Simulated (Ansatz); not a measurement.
Space group Fm-3m (No. 225). a = 4.246 Å, b = 4.246 Å, c = 4.246 Å, α = 90.00°, β = 90.00°, γ = 90.00°
```json
{"atom": "Fe", "site": "4a", "symmetry": "m-3m", "x": "0.0000", "y": "0.0000", "z": "0.0000"}
{"atom": "O", "site": "4b", "symmetry": "m-3m", "x": "0.0000", "y": "0.0000", "z": "0.5000"}
```

Equation of state of this FeO structure (not necessarily the ground state), with shape and atoms relaxed at each volume where symmetry leaves them free. It has no gap at any of these volumes. Computed with DFT PBEsol, scalar-relativistic, plane waves, PAW in Ansatz.

Cutoff 420 eV; k points 18×18×18 on the computed 2-atom cell (Γ-centred); Gaussian smearing, width 0.10 eV; collinear spin.

```
V (Å³/atom) E − E(largest V) (meV/atom) P (GPa)
      8.992                         4.71    14.19
      9.279                       -14.39     6.79
      9.566                       -20.32     0.01
      9.853                       -14.93    -5.77
     10.140                         0.00   -10.67
```

Question: Fit a third-order Birch–Murnaghan equation to E(V).

Answer: V0 = 9.57 Å³/atom, B0 = 209 GPa, B0' = 4.4.

The cell holds one magnetic atom, so it can only be ferromagnetic; an antiferromagnetic order may lie lower.